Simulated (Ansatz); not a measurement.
The cell comes from COD entry 9008999, which wasn't checked; take it as a given geometry.

A run of Ansatz 0.2.0 printed the following.

```
Al: projections on atomic orbitals take those of the free atom 1s2 2s2 2p6 3s2 3p1, of charge +0.00 (hamiltonian.pseudopotentials.projection_atoms)
Au: projections on atomic orbitals take those of the free atom 1s2 2s2 2p6 3s2 3p6 3d10 4s2 4p6 4d10 4f14 5s2 5p6 5d10 6s1, of charge +0.00 (hamiltonian.pseudopotentials.projection_atoms)
LAPW: plane waves up to 8.403 Å⁻¹, error target 5.0e-4 eV per atom; small_component_spin mean_spin; Al in spheres of 1.162 Å, 11 of its electrons in bands, Dirac shells []; Au in spheres of 1.436 Å, 43 of its electrons in bands, Dirac shells []
Engine: ansatz 0.2.0
Pseudopotentials: kind: all_electron
Pseudopotential: Al, LAPW, valence charge 11, Koelling and Harmon's equation, gaussian nucleus
Pseudopotential: Au, LAPW, valence charge 43, Koelling and Harmon's equation, gaussian nucleus
Functional definition: SPW92
  exchange = slater_x
  correlation = pw_c
Crystal: 3 atoms, lattice volume = 54.000 Å³
Basis set: ecut = 269.01945347995365 eV, 537 PW (Γ), exchange–correlation at level 2
Bands: 39, of which v1, the nominal top of the filled ones, is band 33 counted from 1 (32 counted from 0)
Symmetry: 48 space group operations
Space group: Fm-3m (ITA 225), of the structure as read, at distance tolerance 3.8e-5 Å
k-points: 56 of 1331
Non-local potential: Al, projectors of the file, none
Non-local potential: Au, projectors of the file, none
Initial density: superposition of atomic densities (chi_scale 0.1, normalization cell, long waves kept (reshape's long-wave potential 0.00 eV rms))
Initial wavefunctions: plane waves of lowest kinetic energy (no species holds an atomic orbital)
Functional: x = slater, c = lda
iter 1 solved again at ethr=8.05e-4 eV; its pass at ethr=1.00e-1 eV (dr2=5.23e-1 eV) is discarded
SCF iter   1: F=—  HF=-530109.396672 eV  |F-HF|=—  |Δ(HF+E_count)|=         —  Δρ=3.41e-2  dr2=5.25e-1  ethr=8.05e-4  ⟨swp⟩=2.1  Hψ=13900  notcnv=0
preconditioner: auto → LDOS  [metal: Δε(μ)=0.021 eV  Ē_g=9.878 eV  σ=0.050 eV  W_gap=0.10  n_scr=14 (ndim 8)  ℏωp=20.8 eV  f_vac=0.040  D(μ)=1.11/eV (n_scr^D=8)  β→1.0]
SCF iter   2: F=—  HF=-530110.243918 eV  |F-HF|=—  |Δ(HF+E_count)|=   8.47e-1  Δρ=1.77e-2  dr2=3.12e-1  ethr=8.05e-4  ⟨swp⟩=3.0  Hψ=7092  notcnv=0
preconditioner: auto → Kerker (q_TF=auto, 2.814 Å⁻¹)  [metal: Δε(μ)=0.073 eV  Ē_g=11.692 eV  σ=0.050 eV  W_gap=0.35  n_scr=14 (ndim 8)  ℏωp=20.8 eV  f_vac=0.064  D(μ)=0.81/eV (n_scr^D=0)  β→0.5]
SCF iter   3: F=—  HF=-530108.154021 eV  |F-HF|=—  |Δ(HF+E_count)|=    2.09e0  Δρ=8.12e-3  dr2=3.69e-2  ethr=4.80e-4  ⟨swp⟩=2.8  Hψ=6353  notcnv=0
SCF iter   4: F=—  HF=-530108.125956 eV  |F-HF|=—  |Δ(HF+E_count)|=         —  Δρ=5.36e-3  dr2=1.30e-2  ethr=5.68e-5  ⟨swp⟩=2.0  Hψ=6193  notcnv=0
the basis was enlarged: its passes take 196.2 KiB over the memory plan, 1 of 1 planned eigensolver slots
SCF iter   5: F=—  HF=-530108.126210 eV  |F-HF|=—  |Δ(HF+E_count)|=   2.54e-4  Δρ=1.81e-3  dr2=2.29e-3  ethr=2.00e-5  ⟨swp⟩=2.0  Hψ=6131  notcnv=0
SCF iter   6: F=—  HF=-530108.126037 eV  |F-HF|=—  |Δ(HF+E_count)|=   1.73e-4  Δρ=5.39e-4  dr2=2.69e-4  ethr=3.52e-6  ⟨swp⟩=2.0  Hψ=6131  notcnv=0
SCF iter   7: F=—  HF=-530108.126016 eV  |F-HF|=—  |Δ(HF+E_count)|=   2.08e-5  Δρ=2.35e-4  dr2=4.82e-5  ethr=4.13e-7  ⟨swp⟩=2.0  Hψ=6131  notcnv=0
iter 8 solved again at ethr=2.61e-9 eV; its pass at ethr=7.41e-8 eV (dr2=1.70e-6 eV) is discarded
SCF iter   8: F=—  HF=-530108.126016 eV  |F-HF|=—  |Δ(HF+E_count)|=   4.20e-7  Δρ=4.45e-5  dr2=1.69e-6  ethr=2.61e-9  ⟨swp⟩=2.0  Hψ=10623  notcnv=0
SCF iter   9: F=—  HF=-530108.126016 eV  |F-HF|=—  |Δ(HF+E_count)|=   3.15e-7  Δρ=1.80e-5  dr2=3.11e-7  ethr=2.60e-9  ⟨swp⟩=2.0  Hψ=6131  notcnv=0
SCF iter  10: F=—  HF=-530108.126016 eV  |F-HF|=—  |Δ(HF+E_count)|=   6.89e-8  Δρ=8.17e-6  dr2=7.13e-8  ethr=4.79e-10  ⟨swp⟩=2.0  Hψ=6131  notcnv=0
SCF iter  11: F=-530108.126016 eV  HF=-530108.126016 eV  |F-HF|=2.33e-10  |Δ(HF+E_count)|=   5.26e-8  Δρ=2.86e-6  dr2=3.96e-9  ethr=1.10e-10  ⟨swp⟩=2.0  Hψ=6131  notcnv=0
SCF 1 converged in 11 iterations: F = -530108.126016 eV  dr2 = 3.96e-9
NSCF: frozen V_eff on 99 k-points
SCF converged after 11 iterations
Free energy (F): -530108.126016 eV
Harris-Foulkes:  -530108.126016 eV  (|F-HF|=2.33e-10)
Internal energy: -530108.117463 eV  (E = F + TS)
E sigma→0 (E₀):  -530108.121739 eV
Entropy (-TS):   -0.008552 eV (-2.851 meV/atom)
Fermi energy:    13.631953 eV
--- Per-component energies (eV) ---
  E_band       = -5330.461676
  E_kinetic    = 602214.835428
  E_xc         = -10591.278812
  E_electrostatic = -1121731.674079  (all electrons and nuclei)
  E_smearing   = -0.008552  (= −TS)
  E_closure    = 0.000000  (closes the sum)
  E_atoms      = -530093.793787  (free atoms, spherical and without spin; not in F)
  Σ components = -530108.126016   (vs F -530108.126016, Δ=0.00e0)
  Basis errors (estimates in eV, not in F): energy 1.8e-4 per atom: plane waves 1.6e-4 (9.4e-5 summed), levels above the bands 1.2e-49, relativity 3.2e-9, radial functions 1.8e-5, core shells 1.6e-8; eigenvalues (radial functions only) 8.0e-7; not estimated: angular momenta, meshes, grids; target (lapw.basis_error) 5.0e-4; muffin-tin radii Al 1.162 Å, Au 1.436 Å
--- Forces (eV/Å), atoms counted from 1 ---
  atom   1  Al    -0.00000000     0.00000000     0.00000000
  atom   2  Al    -0.00000000    -0.00000000    -0.00000000
  atom   3  Au    -0.00000000     0.00000000     0.00000000
  max |Σ_I F_I| component: 1.10e-17 eV/Å
--- Stress (GPa, compression-positive) ---
       -2.520560       0.000000       0.000000
        0.000000      -2.520560       0.000000
        0.000000       0.000000      -2.520560
  P = ⅓ Tr σ = -2.5206 GPa (-25.206 kbar)
--- Band table (eV; the first three rows and the last of 56) ---
  k-point 0: bands = ["-310.6170", "-310.6170", "-310.6170", "-310.5929", "-310.5929", "-93.7080", "-89.1029", "-89.1015", "-66.8606", "-66.8429", "-66.8429", "-66.8429", "-66.8292", "-66.8292", "-66.8292", "-51.3071", "-51.3071", "-51.3071", "-51.3018", "-51.3018", "-51.3018", "-44.9825", "-44.9825", "-44.9825", "3.0336", "6.9916", "6.9916", "6.9916", "7.9565", "7.9565", "15.6956", "16.5366", "16.5366", "16.5366", "17.5201", "17.5201", "17.5201", "19.2936", "19.2936"]
  k-point 1: bands = ["-310.6170", "-310.6170", "-310.6170", "-310.5929", "-310.5929", "-93.7080", "-89.1028", "-89.1016", "-66.8606", "-66.8429", "-66.8429", "-66.8429", "-66.8292", "-66.8292", "-66.8292", "-51.3070", "-51.3070", "-51.3070", "-51.3019", "-51.3019", "-51.3019", "-44.9826", "-44.9825", "-44.9825", "3.1420", "6.9548", "7.0190", "7.0190", "7.9505", "7.9505", "14.8534", "15.9197", "16.1001", "16.1001", "17.9888", "17.9888", "18.5330", "19.0368", "19.0368"]
  k-point 2: bands = ["-310.6170", "-310.6170", "-310.6170", "-310.5929", "-310.5929", "-93.7080", "-89.1028", "-89.1016", "-66.8606", "-66.8429", "-66.8429", "-66.8429", "-66.8292", "-66.8292", "-66.8292", "-51.3067", "-51.3067", "-51.3067", "-51.3023", "-51.3023", "-51.3022", "-44.9829", "-44.9825", "-44.9825", "3.4602", "6.8657", "7.0886", "7.0886", "7.9437", "7.9437", "12.9344", "15.4264", "15.4264", "16.1002", "18.2206", "18.2206", "18.5134", "19.1927", "19.1927"]
  k-point 55: bands = ["-310.6170", "-310.6170", "-310.6170", "-310.5929", "-310.5929", "-93.7079", "-89.1022", "-89.1022", "-66.8606", "-66.8429", "-66.8429", "-66.8429", "-66.8292", "-66.8292", "-66.8292", "-51.3082", "-51.3078", "-51.3051", "-51.3041", "-51.3010", "-51.3008", "-44.9834", "-44.9832", "-44.9827", "6.3989", "6.6008", "7.2227", "7.4704", "7.7711", "8.3173", "9.4173", "9.7844", "11.5746", "17.0767", "18.1189", "18.6359", "19.4058", "22.3805", "23.9916"]
--- Löwdin populations: 3 sites ---
  site symbol       q [e]
     0     Al     13.2616
     1     Al     13.2616
     2     Au     78.2707
  spilling = 0.001962 (of n_electrons = 105.000000)
```

The cell and starting positions:

```
CELL_PARAMETERS angstrom
0.00000 3.00000 3.00000
3.00000 0.00000 3.00000
3.00000 3.00000 0.00000
ATOMIC_POSITIONS crystal
Al 0.25000 0.25000 0.25000
Al 0.75000 0.75000 0.75000
Au 0.00000 0.00000 0.00000
```

Parts of the input that the log doesn't repeat:

```yaml
  band_path:
    path:
      - [0.0, 0.0, 0.0]
      - [0.5, 0.0, 0.5]
      - [0.625, 0.25, 0.625]
      - [0.375, 0.375, 0.75]
      - [0.0, 0.0, 0.0]
      - [0.5, 0.5, 0.5]
      - [0.5, 0.25, 0.75]
      - [0.5, 0.0, 0.5]
    npoints: 14
output:
  forces: true
  stress: true
  eigenvalues: true
  populations: true
  dos: { projected: true, de: 0.2, e_range: [-14, 8] }
```

Q: Write the input that produced this log.

A: 
```yaml
crystal:
  lattice:
    - [0.0, 3.0, 3.0]
    - [3.0, 0.0, 3.0]
    - [3.0, 3.0, 0.0]
  atoms:
    - { symbol: Al, position: [0.25, 0.25, 0.25] }
    - { symbol: Al, position: [0.75, 0.75, 0.75] }
    - { symbol: Au, position: [0.0, 0.0, 0.0] }
kpoints:
  mp_grid: { grid: [11, 11, 11] }
  band_path:
    path:
      - [0.0, 0.0, 0.0]
      - [0.5, 0.0, 0.5]
      - [0.625, 0.25, 0.625]
      - [0.375, 0.375, 0.75]
      - [0.0, 0.0, 0.0]
      - [0.5, 0.5, 0.5]
      - [0.5, 0.25, 0.75]
      - [0.5, 0.0, 0.5]
    npoints: 14
scf:
  occupations: { method: fermi_dirac, width: 0.05 }
hamiltonian:
  xc: lda
  pseudopotentials: { kind: all_electron, lapw: { basis_error: 0.0005 } }
output:
  forces: true
  stress: true
  eigenvalues: true
  populations: true
  dos: { projected: true, de: 0.2, e_range: [-14, 8] }
```
This is the input that was run; digits and keys that the log doesn't show could differ in an equivalent one.
